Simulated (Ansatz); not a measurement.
Electronic bands of the WC (0 0 1) slab, simulated with Ansatz.

Miller indices refer to the conventional cell of P-6m2 (No. 187), a = 2.922 Å, b = 2.922 Å, c = 2.847 Å, α = 90.00°, β = 90.00°, γ = 120.00°.

The slab has 8 planes, was cut to end in W at the top (+c) and C at the bottom, and its atoms stand where a relaxation without spin-orbit coupling left them. Listed are levels within 1.2 eV of the Fermi level, the 22 nearest at most. Weights are Löwdin projections on the datasets' atomic orbitals, as shares of the full norm: they are low for levels that spill into the vacuum or into shells that a dataset lacks. Two planes next to each face count as outer, 4 of 8 in all, so a level spread evenly over the slab has a weight near 0.50.

```xyz
8
Lattice="2.9218 0.0000 0.0000 -1.4609 2.5303 0.0000 0.0000 0.0000 24.9648" Properties=species:S:1:pos:R:3 pbc="T T T"
C     1.4609    0.8434    7.7399
W     0.0000    0.0000    8.8328
C     1.4609    0.8434   10.3543
W     0.0000    0.0000   11.7303
C     1.4609    0.8434   13.1792
W     0.0000    0.0000   14.5854
C     1.4609    0.8434   16.0398
W     0.0000    0.0000   17.3974
```

These are results of DFT PBE, scalar-relativistic, plane waves, PAW in Ansatz, not measurements.

Cutoff 420 eV; k points 12×12×1 on the computed 8-atom cell (Γ-centred); Gaussian smearing, width 0.10 eV; no spin polarisation. The cell repeats along c with a dipole correction in the vacuum.

Launched as
```bash
ansatz run input.yaml --threads 2 --pin off --max-ram 5120MiB --backend cpu --events-out ev --progress --plain --runs-dir out
```

41 s on 2 threads of Arm Neoverse V2, on a shared host, peak memory 0.58 GiB

Levels at M (0.500, 0.000), in eV from the Fermi level, with weights (averaged over levels within 1.5 meV, which needn't be degenerate by symmetry):
| level | outer two planes of both faces |
| --- | --- |
| -0.758 | 0.41 |
| -0.385 | 0.22 |
| 0.409 | 0.71 |

Levels at Γ (0.000, 0.000), in eV from the Fermi level, with weights (averaged over levels within 1.5 meV, which needn't be degenerate by symmetry):
| level | levels within 1.5 meV | outer two planes of both faces |
| --- | --- | --- |
| -0.980 | 1 | 0.88 |
| -0.415 | 2 | 0.42 |
| 0.080 | 1 | 0.20 |
| 0.251 | 2 | 0.56 |
| 1.007 | 1 | 0.47 |

Levels at K (0.333, 0.333), in eV from the Fermi level, with weights (averaged over levels within 1.5 meV, which needn't be degenerate by symmetry):
```
 level  outer two planes of both faces
-1.171                            0.79
-0.936                            0.60
-0.926                            0.95
-0.804                            0.21
-0.372                            0.88
-0.267                            0.36
```

Bands cross the Fermi level. 6 of the listed levels have a weight of 0.6 or more on the outer planes; the nearest to the Fermi level is at -0.37 eV at K. The work function of the top face is 4.95 eV. Spin-orbit coupling is left out, which matters for the bands of heavy elements.
